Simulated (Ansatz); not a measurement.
AgI (zinc blende, F-43m), PBE (plane waves, PAW; program Ansatz). The conduction-band minimum lies at Γ, with 1 equivalent valley. Second derivatives d²E/dk² of the lowest band at one valley (eV·Å²), along Cartesian directions:

| direction | d²E/dk² |
|---|---|
| [100] | 42.96 |
| [010] | 42.96 |
| [001] | 42.96 |
| [110] | 42.93 |
| [101] | 42.93 |
| [011] | 42.93 |

Find the principal effective masses, the density-of-states mass and the conductivity mass.

Off-diagonal terms follow from H_xy = H[110] − (H_xx + H_yy)/2, and m*/mₑ = 7.620 eV·Å² over each eigenvalue: 0.18, 0.18, 0.18. One valley's DOS mass (m₁m₂m₃)^(1/3) = 0.18, conductivity mass 3/(Σ 1/mᵢ) = 0.18 mₑ.

What effective density of states Nc follows at 300 K for parabolic valleys?

Nc = 2.509e19 × 1 × (0.18)^(3/2) ≈ 1.9e18 cm⁻³.

The PBE relaxation kept the symmetry of its start. The run is not spin-polarised. Spin–orbit coupling is left out wherever it is not named.

Potentials: the later of the program's two PAW sets.

Edges and masses are those of Kohn–Sham bands, whose gap is no quasiparticle gap.
